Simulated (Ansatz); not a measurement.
SnSe:
```cif
data_SeSn
_chemical_formula_sum 'Se1 Sn1'
_space_group_name_H-M_alt 'P 1'
_space_group_IT_number 1
_cell_length_a 4.71261
_cell_length_b 4.71261
_cell_length_c 4.71261
_cell_angle_alpha 60.000
_cell_angle_beta 60.000
_cell_angle_gamma 60.000
loop_
_space_group_symop_operation_xyz
  'x, y, z'
loop_
_atom_site_label
_atom_site_type_symbol
_atom_site_fract_x
_atom_site_fract_y
_atom_site_fract_z
_atom_site_occupancy
Se1 Se 0.25000 0.25000 0.25000 1
Sn1 Sn 0.00000 0.00000 0.00000 1
```

This is the PBEsol-relaxed structure.

All from the program Ansatz at the PBEsol level (PAW), unless another level is named. Predict the electronic character.

metallic (no gap).

What about the density of states at the Fermi level?

0.18 states/eV per atom (mean over ±0.08 eV).

Next, the formation energy from the elements (no fitted shifts)?

-0.10 eV/atom.

Give the gap with spin–orbit coupling.

none (metallic).

Space group F-43m (zinc blende). The start of the workflow was typed in or built on a structure type; neither database checked (COD, Materials Project) lists it. It is not the phase usual at ambient conditions (space group No. 62). The cell was relaxed with PBEsol under the symmetry of its start. At this level the phase is mechanically unstable. The references are the lowest solids computed at this level, not always the standard phases. Spin–orbit coupling is left out wherever it is not named.

Potentials: the earlier of the program's two PAW sets. The files were generated under PBE; for other functionals the program regenerates the frozen cores, and for LDA and PBEsol the local potential too.
